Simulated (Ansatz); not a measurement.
# How far is PAW off for Zr?

```
Zr
1.0
     3.23200    0.00000    0.00000
    -1.61600    2.79899    0.00000
     0.00000    0.00000    5.14700
Zr
2
Cartesian
  0.0000 1.8660 1.2868
  1.6160 0.9330 3.8603
```

Atoms are numbered in the order listed.

The conventional cell has a = 3.232 Å, b = 3.232 Å, c = 5.147 Å, α = 90.00°, β = 90.00°, γ = 120.00°. Zr (atom 1) is surrounded by 12 Zr at 3.18 to 3.23 Å.

The cell comes from COD entry 9008523, which wasn't checked; take it as a given geometry.

Levels of theory: DFT, LDA, PAW with Ansatz's default frozen-core files, scalar-relativistic (Ansatz 0.2.0); DFT, LDA, all-electron PAW with datasets made for the crystal, scalar-relativistic (Ansatz 0.2.0); DFT, LDA, all-electron LAPW, scalar-relativistic (Ansatz 0.2.0).

For PAW: a Γ-centred 13×13×7 k mesh, Fermi–Dirac smearing of 0.03 eV, cutoff 420 eV, no spin polarisation; the PAW files were made with PBE, and the program remakes their frozen cores for this functional. The crystal-made all-electron datasets (AE datasets) take a cutoff of 240 eV at this cell. LAPW targets a basis error of 0.25 meV/atom. The Ansatz runs share mesh, smearing and spin set-up. Plane-wave (PAW) pressures include the program's estimate of the Pulay term.

Stress and pressure are positive in compression.

Spin–orbit coupling is left out, which moves gradients at and beside heavy atoms by some per cent and at worst by a factor of two.

In a metal, gradients converge slowly with the k mesh: the values move by tens of per cent from one mesh to another, at times in sign, so only the comparison on one mesh counts.

Levels count from the Fermi level.

| quantity | PAW | AE datasets | LAPW |
| --- | --- | --- | --- |
| pressure (GPa) | -6.11 | -6.09 | -6.09 |
| stress xx (GPa) | -6.38 | -6.35 | -6.35 |
| stress zz (GPa) | -5.58 | -5.56 | -5.56 |
| highest filled level at Γ (eV) | -3.059 | -3.059 | -3.059 |
| lowest empty level at Γ (eV) | 0.812 | 0.812 | 0.812 |
| highest filled level at A (eV) | -3.956 | -3.956 | -3.956 |
| lowest empty level at A (eV) | 0.028 | 0.028 | 0.028 |
| highest filled level at M (eV) | -0.186 | -0.186 | -0.186 |
| lowest empty level at M (eV) | 0.476 | 0.475 | 0.475 |
| field gradient Vzz at Zr1 (10²¹ V/m²) | 4.12 | 4.14 | – |
